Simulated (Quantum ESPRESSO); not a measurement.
# Ti4Al4: one composition in several site orders

Computed values, not a measurement. The program is pw.x of Quantum ESPRESSO 7.5 (plane-wave density functional theory). The cell is made up: eight metal atoms on a hexagonal close-packed lattice, with elements, volume, strain and displacements drawn at random and not relaxed, so it may be unstable or far from any real phase. PseudoDojo standard norm-conserving files set the functional (PBE unless stated); there is no spin polarisation or spin-orbit coupling, the Fermi-Dirac width of 0.25 eV means electrons at about 2900 K, and the masses in the input are unused placeholders. A spin test at this wide smearing found no moment, but such smearing suppresses magnetism that the real alloy may have.

The runs put one composition on the sites in different orders. Cell, positions, cutoff, mesh and smearing stay as in the input of run 1; sites are counted in its order. Stress in the tables is positive in tension.

Input of run 1:

```
&control calculation='scf', pseudo_dir='./dojo.nc.sr.pbe.v0_5.standard.upf', outdir='./o', disk_io='minimal', tprnfor=.true., tstress=.true. /
&system ibrav=0, nat=8, ntyp=2, nbnd=43, ecutwfc=84.00895049, nosym=.true., tot_charge=0,
 occupations='smearing', smearing='fd', degauss=0.0183746611
/
&electrons conv_thr=1.470e-08, electron_maxstep=70, mixing_beta=0.5 /
ATOMIC_SPECIES
Al 1.0 Al.upf
Ti 1.0 Ti.upf
CELL_PARAMETERS angstrom
2.8848 0.0 0.0
1.4424 -2.4983 -4.7549
1.4424 7.4949 -4.7549
ATOMIC_POSITIONS angstrom
Ti -0.0018 0.0644 -0.0771
Ti 1.4776 2.6366 -4.7096
Al 1.3956 -0.8149 -2.383
Al 2.8777 1.7501 -7.0643
Ti 3.0078 5.0967 -4.7724
Al 2.7936 0.0605 -4.6746
Al 2.913 1.6396 -2.4327
Ti 4.3461 4.1729 -7.1513
K_POINTS automatic
10 5 3 1 1 1
```

```
run  elements on sites 1 to 8  free energy less that of run 1 (eV)  -TS (eV)  pressure (GPa)  stress xx (GPa)  stress yy (GPa)  stress zz (GPa)  stress yz (GPa)  stress xz (GPa)  stress xy (GPa)  iterations
  1   Ti Ti Al Al Ti Al Al Ti                                0.000    -1.526           -1.88             1.15             1.14             3.36             0.40             0.29             0.32          18
  2   Al Ti Al Ti Ti Al Ti Al                                0.512    -1.677           -1.11            -1.27             1.25             3.36             1.37             0.12             0.65          18
  3   Ti Al Al Al Ti Ti Al Ti                               -0.044    -1.548           -1.91            -0.50             1.68             4.56             0.62             0.40             0.09          19
  4   Ti Ti Ti Al Al Al Al Ti                               -0.190    -1.591           -2.14             2.09             1.04             3.29             0.61             0.60             0.45          18
  5   Al Ti Ti Al Ti Al Al Ti                               -0.067    -1.589           -2.29             1.96             0.55             4.37            -2.29             0.10             0.90          18
  6   Al Al Ti Ti Al Ti Al Ti                               -0.382    -1.509           -2.65             0.78             2.03             5.13            -1.19             0.13             0.01          18
```

Forces Fx Fy Fz (eV/Å):

| site | run 1 | run 2 | run 3 | run 4 | run 5 | run 6 |
| --- | --- | --- | --- | --- | --- | --- |
| 1 | 0.03 0.37 -0.08 | 0.08 -0.09 0.27 | 0.00 0.12 0.22 | 0.07 0.03 0.37 | 0.07 0.08 0.39 | -0.08 0.11 0.61 |
| 2 | -0.05 -0.61 -0.12 | -0.02 -0.19 0.07 | 0.01 -0.43 0.05 | -0.05 -0.69 -0.10 | -0.09 -0.61 -0.05 | -0.09 -0.23 -0.29 |
| 3 | 0.10 -0.33 0.19 | 0.08 0.00 -0.09 | 0.07 -0.32 -0.20 | 0.11 -0.02 -0.30 | 0.03 0.19 -0.14 | 0.13 0.12 -0.09 |
| 4 | 0.14 -0.34 -0.22 | 0.21 -0.33 -0.20 | 0.15 -0.39 -0.10 | 0.08 -0.42 0.02 | 0.15 -0.32 -0.15 | 0.22 -0.20 0.04 |
| 5 | -0.29 0.00 0.44 | -0.37 -0.14 -0.22 | -0.40 -0.10 0.34 | -0.26 -0.06 -0.16 | -0.16 -0.12 0.14 | -0.18 -0.20 0.13 |
| 6 | 0.23 0.03 -0.61 | 0.15 0.00 -0.69 | 0.32 -0.08 -0.74 | 0.25 0.33 -0.57 | 0.22 0.23 -0.22 | 0.22 -0.47 -0.78 |
| 7 | -0.04 0.51 0.27 | -0.14 0.52 0.75 | -0.05 0.59 0.67 | -0.11 0.42 0.10 | -0.11 0.26 0.07 | -0.14 0.53 0.49 |
| 8 | -0.13 0.36 0.14 | 0.01 0.22 0.10 | -0.11 0.61 -0.23 | -0.08 0.41 0.64 | -0.13 0.29 -0.04 | -0.08 0.35 -0.11 |

The sites are displaced and not relaxed, so the energy differences mix bonding between neighbours with strain and are not ordering energies. A rerun of one cell of this series at a higher cutoff and on a denser mesh moved values by no more than 0.004 eV in energy, 0.04 GPa in stress and 0.003 eV/Å in force, and a second program with other atomic files agreed on that cell to 2 % rms in force and 0.5 GPa in pressure.